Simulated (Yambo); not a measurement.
Yambo run on K$_{2}$LiScF$_{6}$ (space group Fm-3m, No. 225). The wavefunctions are LDA (pw.x of Quantum ESPRESSO, ONCV potentials, no spin-orbit coupling) ones on a 2×2×2 mesh (37 occupied bands); a = b = c = 5.8616 Å, α = β = γ = 60.00°.

Yambo input:

```
rim_cut
gw0
dyson
el_el_corr
HF_and_locXC
ppa
em1d
RandQpts= 1000000
RandGvec= 1 Ry
EXXRLvcs= 84 Ry
VXCRLvcs= 336 Ry
Chimod= "HARTREE"
% BndsRnXp
 2 | 170 |
%
NGsBlkXp= 7 Ry
% LongDrXp
 1.0 | 1.0 | 1.0 |
%
PPAPntXp= 27.2114 eV
% GbndRnge
 1 | 170 |
%
GTermKind= "BG"
DysSolver= "n"
ExtendOut
% QPkrange
 1 | 1 | 37 | 38 |
%
```

k points by index: 1 = Γ.

Table of the .qp output:

```
#    K-point    Band    Eo [eV]    E [eV]    E-Eo [eV]    Vxc [eV]    Vnlxc [eV]    Sc|Eo [eV]    Sc|E [eV]    dSc/dw|Eo [eV]    Re(Z)    Im(Z)
#
    1    37    0.000000    -2.245025    -2.245025    -22.43914    -30.21866    4.983915    5.534487    -6.672872    0.803067    -0.001243
    1    38    6.749406    9.873719    3.124312    -18.46516    -10.26493    -4.450252    -5.075918    -5.449001    0.833160    -0.001181
```
(The two width columns are left out.) Convergence of these settings isn't established.

Geometry of the Materials Project entry, not relaxed at this level.

The structure is a Materials Project entry; no match was found in the copy of COD used, and its stability was not checked.
